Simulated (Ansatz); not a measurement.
Ta₄GaSe₈:
```yaml
crystal:
  lattice:
    - [0.00000, 5.22040, 5.22040]
    - [5.22040, 0.00000, 5.22040]
    - [5.22040, 5.22040, 0.00000]
  atoms:
    - { symbol: Ta, position: [0.69370, 0.10210, 0.10210] }
    - { symbol: Ta, position: [0.10210, 0.10210, 0.10210] }
    - { symbol: Ta, position: [0.10210, 0.10210, 0.69370] }
    - { symbol: Ta, position: [0.10210, 0.69370, 0.10210] }
    - { symbol: Ga, position: [0.50000, 0.50000, 0.50000] }
    - { symbol: Se, position: [0.40550, 0.86483, 0.86483] }
    - { symbol: Se, position: [0.86483, 0.86483, 0.86483] }
    - { symbol: Se, position: [0.86483, 0.86483, 0.40550] }
    - { symbol: Se, position: [0.86483, 0.40550, 0.86483] }
    - { symbol: Se, position: [0.90435, 0.36522, 0.36522] }
    - { symbol: Se, position: [0.36522, 0.36522, 0.36522] }
    - { symbol: Se, position: [0.36522, 0.36522, 0.90435] }
    - { symbol: Se, position: [0.36522, 0.90435, 0.36522] }
```

Relaxed with r²SCAN. Special points in fractions of this cell's reciprocal vectors: Γ (0.000, 0.000, 0.000); X (0.500, 0.000, 0.500); U (0.625, 0.250, 0.625); K (0.375, 0.375, 0.750); L (0.500, 0.500, 0.500); W (0.500, 0.250, 0.750).

### Question
List the band energies nearest the Fermi level at these points for the program Ansatz at the r²SCAN with spin–orbit coupling level (PAW).

### Answer
In eV from the Fermi level; about four levels below and three above (degenerate sets whole), none deeper than 8.9 eV; points with the same levels are listed once.

```csv
k,below,above
Γ,-1.19 -1.19 -1.19 -1.19,0.05 0.05 0.05 0.05
X,-0.61 -0.61 -0.24 -0.24,0.29 0.29 0.61 0.61
U,-0.67 -0.65 -0.11 -0.02,0.21 0.25 0.48
L,-0.81 -0.81 -0.81 -0.81,0.02 0.02 0.26 0.26
W,-0.76 -0.63 -0.61 -0.06,0.06 0.14 0.19
```

Space group F-43m. The first step of the workflow began from a Materials Project structure, measured or hypothetical; the Crystallography Open Database files this formula in space group No. 216, but the cells were not matched. Whether it is the stable phase at ambient conditions was not checked. Symmetry was held in the r²SCAN relaxation; whether a distortion lowers the energy is not shown. The run is not spin-polarised. With an odd number of electrons in the cell and no spin polarisation, the count alone makes it a metal.

Potentials: the earlier of the program's two PAW sets.
